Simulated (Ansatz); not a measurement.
Task: Each is relaxed and computed with PBE in the plane-wave PAW code Ansatz. Which is the only metal?
A. SiW, rock salt
B. CaS, rock salt
C. HfSiO4, I4_1/amd (Hf on 4a, Si on 4b, O on 16h)
D. CaSe, rock salt

Result: A, SiW, rock salt. SiW: metal; HfSiO4: gap 5.31 eV (indirect); CaSe: gap 2.08 eV (indirect); CaS: gap 2.38 eV (indirect). Constructed cells (a structure type filled with these elements, in neither database checked): SiW, rock salt. All cells were relaxed under the symmetry of their starts (and spin orders); stability against distortions was not tested throughout. Rows with no word on spin ran without spin polarisation. Scalar-relativistic: spin–orbit coupling is off unless named, which matters more the heavier the elements.

Potentials: the later of the program's two PAW sets.
